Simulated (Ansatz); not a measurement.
The relaxed structure here is a generated cell of Hf3N4: the first start was made by a random draw of sites in a space group, and the end was not matched to a known phase here, so it may be hypothetical.

The end point of a relaxation of Hf3N4. Calculation: PBE (plane waves to 420 eV, PAW, scalar-relativistic; Ansatz, a quantum-chemistry and plane-wave program).

```xyz
7
Lattice="0.0000 4.1186 4.2930 3.2673 0.0000 4.2930 3.2673 4.1186 0.0000" Properties=species:S:1:pos:R:3 pbc="T T T"
Hf     3.2673     4.1186     4.2930
Hf     4.9010     6.1778     6.4395
Hf     1.6337     2.0593     2.1465
N      3.2673     2.1052     5.0075
N      3.2673     2.1052     3.5784
N      3.2673     6.1319     5.0075
N      3.2673     6.1319     3.5784
```

Problem. Find the space group and the Wyckoff positions (tolerance 0.01 Å).

Solution. Space group Fmmm (No. 69); a = 6.535 Å, b = 8.237 Å, c = 8.586 Å, α = β = γ = 90.00°

| atom | site | symmetry | x | y | z |
|---|---|---|---|---|---|
| Hf | 4b | mmm | 0.5000 | 0.5000 | 0.5000 |
| Hf | 8f | 222 | 0.2500 | 0.2500 | 0.2500 |
| N | 16m | m.. | 0.0000 | 0.2556 | 0.0832 |

Problem. Give the shortest distances between elements (the closest pairs, up to four, under 3.6 Å).

Solution. N–N 1.43 Å; Hf–N 2.14 Å; Hf–Hf 3.27 Å.

The volume per atom is 16.51 Å³. The band gap is no gap (metallic).

The relaxed cell holds bonded N–N pairs (1.43 Å). No spin polarisation in the result.

The run could not lower the symmetry of its start; a shaken copy of this end point relaxes with PBE to P1 (No. 1), 0.32 eV/atom lower.
